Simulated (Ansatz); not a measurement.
Perovskite alloy of KMgF3 and KZnF3 (4 of 8 Mg sites exchanged), 40 atoms

The calculation used DFT, PBEsol, PAW, plane waves in Ansatz 0.2.0.

Command:

```sh
ansatz run in.yaml --threads 2 --pin off --max-ram 20900MiB --runs-dir r --events-out ev --progress --plain --backend cuda --devices 0, --max-vram 18GiB
```

The input less its lattice and atoms:

```yaml
crystal:
  symmetry: { detect: false }
kpoints:
  mp_grid: { grid: [1, 1, 1], shift: [0.25, 0.25, 0.25] }
hamiltonian:
  xc: pbesol
scf:
  occupations: { method: fermi_dirac, width: 0.01 }
relax:
  f_tol: 0.03
  max_steps: 80
  escape_saddle: false
  adjacent_minimum: "off"
  cell: { fix: [shape] }
output:
  forces: true
  eigenvalues: true
  populations: true
```

Start:

```
K Mg Zn F
1.0
     8.04354    0.00000    0.00000
     0.00000    8.04354    0.00000
     0.00000    0.00000    8.04354
K Mg Zn F
8 4 4 24
Cartesian
  8.0432 0.0305 0.0199
  8.0219 8.0102 3.9940
  0.0146 4.0509 8.0295
  0.0131 4.0471 4.0029
  4.0356 8.0389 0.0317
  4.0202 8.0255 4.0459
  4.0438 4.0506 8.0166
  4.0303 4.0431 4.0240
  2.0224 2.0358 2.0090
  2.0155 6.0436 1.9966
  1.9758 6.0357 6.0341
  5.9850 6.0305 6.0465
  2.0079 2.0191 6.0216
  6.0392 1.9965 2.0320
  6.0172 2.0193 6.0526
  6.0539 6.0789 2.0453
  1.9979 2.0021 8.0408
  2.0258 2.0010 4.0254
  1.9920 6.0739 0.0277
  1.9991 6.0170 4.0160
  6.0273 2.0310 0.0030
  6.0170 2.0005 4.0197
  6.0233 6.0278 8.0388
  6.0162 6.0400 3.9903
  0.0219 1.9689 2.0079
  0.0058 2.0062 6.0357
  8.0398 6.0444 2.0366
  8.0268 6.0170 6.0471
  4.0208 2.0178 2.0672
  4.0112 1.9948 6.0190
  4.0561 6.0367 1.9716
  4.0528 6.0288 6.0575
  2.0002 0.0049 2.0181
  2.0350 0.0368 6.0203
  1.9905 4.0462 2.0341
  1.9982 4.0446 6.0207
  6.0130 0.0320 2.0068
  6.0393 8.0162 6.0324
  6.0705 4.0213 1.9899
  6.0358 4.0355 6.0382
```

Steps:

| step | energy less the first (eV) | largest force component (eV/Å) | pressure (GPa) |
| --- | --- | --- | --- |
| start | 0.000 | 0.881 | 0.34 |
| 1 | -0.092 | 0.538 | 0.12 |
| 2 | -0.200 | 0.024 | 0.06 |
| 3 | -0.200 | 0.003 | 0.01 |
| 4 | -0.213 | 0.003 | 0.02 |

A structure on the way, about -0.20 eV from the start:

```
K Mg Zn F
1.0
     8.04398    0.00000    0.00000
     0.00000    8.04398    0.00000
     0.00000    0.00000    8.04398
K Mg Zn F
8 4 4 24
Direct
  0.99977 0.00085 0.00025
  0.99989 0.00098 0.50051
  0.99966 0.50068 0.00042
  0.99989 0.50044 0.50040
  0.50001 0.00085 0.00034
  0.49988 0.00102 0.50044
  0.50025 0.50067 0.00055
  0.50006 0.50046 0.50022
  0.24993 0.25068 0.25027
  0.24993 0.75075 0.25040
  0.24996 0.75071 0.75034
  0.75000 0.75072 0.75037
  0.24991 0.25086 0.75041
  0.74999 0.25072 0.25037
  0.74989 0.25072 0.75037
  0.74994 0.75070 0.25047
  0.25044 0.25057 0.00313
  0.24953 0.25093 0.49749
  0.24937 0.75095 0.00029
  0.25042 0.75049 0.50029
  0.74958 0.25095 0.00024
  0.75040 0.25042 0.50031
  0.75051 0.75040 0.99745
  0.74942 0.75098 0.50306
  0.00310 0.24968 0.24991
  0.00037 0.25067 0.75067
  0.00297 0.75188 0.25081
  0.00005 0.75072 0.74977
  0.49682 0.25169 0.25072
  0.49960 0.25071 0.74979
  0.49691 0.74953 0.24964
  0.49983 0.75069 0.75073
  0.25100 0.00062 0.25051
  0.25008 0.99770 0.75009
  0.24886 0.50082 0.25015
  0.25005 0.50373 0.75052
  0.74876 0.00040 0.24964
  0.75000 0.99757 0.75041
  0.75106 0.50102 0.25031
  0.75010 0.50385 0.74986
```

End:

```
K Mg Zn F
1.0
     8.04545    0.00000    0.00000
     0.00000    8.04545    0.00000
     0.00000    0.00000    8.04545
K Mg Zn F
8 4 4 24
Direct
  0.99980 0.00086 0.00030
  0.99980 0.00088 0.50031
  0.99981 0.50060 0.00032
  0.99983 0.50058 0.50032
  0.50008 0.00085 0.00029
  0.50009 0.00084 0.50028
  0.50011 0.50056 0.00030
  0.50010 0.50056 0.50029
  0.24995 0.25072 0.25031
  0.24995 0.75073 0.25032
  0.24996 0.75073 0.75032
  0.74996 0.75071 0.75028
  0.24995 0.25073 0.75032
  0.74996 0.25072 0.25028
  0.74995 0.25071 0.75028
  0.74995 0.75071 0.25028
  0.25027 0.25071 0.00311
  0.24962 0.25073 0.49751
  0.24984 0.75079 0.00032
  0.25007 0.75067 0.50032
  0.74980 0.25080 0.00028
  0.75012 0.25063 0.50028
  0.75006 0.75043 0.99749
  0.74987 0.75100 0.50308
  0.00292 0.25047 0.25021
  0.00016 0.25077 0.75059
  0.00288 0.75106 0.25048
  0.00008 0.75067 0.75020
  0.49698 0.25098 0.25038
  0.49975 0.25065 0.74999
  0.49702 0.75039 0.25013
  0.49984 0.75078 0.75041
  0.25022 0.00060 0.25035
  0.24975 0.99780 0.75021
  0.24969 0.50084 0.25030
  0.25016 0.50365 0.75045
  0.74960 0.00051 0.25001
  0.74990 0.99774 0.75029
  0.75028 0.50092 0.25052
  0.75006 0.50369 0.75025
```

The run converged.

Time: 5.7 s of wall time on one NVIDIA H100 with 2 processor threads, on a host shared with other runs; peak host memory 1.3 GiB.

How much energy did the relaxation gain, and which atom moved most?

0.21 eV in 4 steps, from a start with small random displacements (the gain also holds any tilting of the ideal host); atom 31 (F) moved 0.07 Å, the median atom 0.03 Å (drift of the whole cell removed).
